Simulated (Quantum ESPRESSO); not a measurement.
Space group Fd-3m, origin choice 1 (No. 227); a = 5.4323 Å, b = 5.4323 Å, c = 5.4323 Å, α = 90.00°, β = 90.00°, γ = 90.00°

```csv
atom,site,symmetry,x,y,z
Si,8a,-43m,0.0000,0.0000,0.0000
```
(The calculation used a cell of 2 atoms; values per cell refer to that cell.)

Cell and atoms were relaxed with PBEsol from Materials Project entry mp-149, within its symmetry.

Task: What does PBEsol (pw.x of Quantum ESPRESSO, ONCV potentials, without SOC) give for the electronic structure near the Fermi level?

Result: The PBEsol gap is indirect, 0.46 eV, from Γ to 82 % of the way from Γ to X; the smallest direct gap is 2.51 eV.
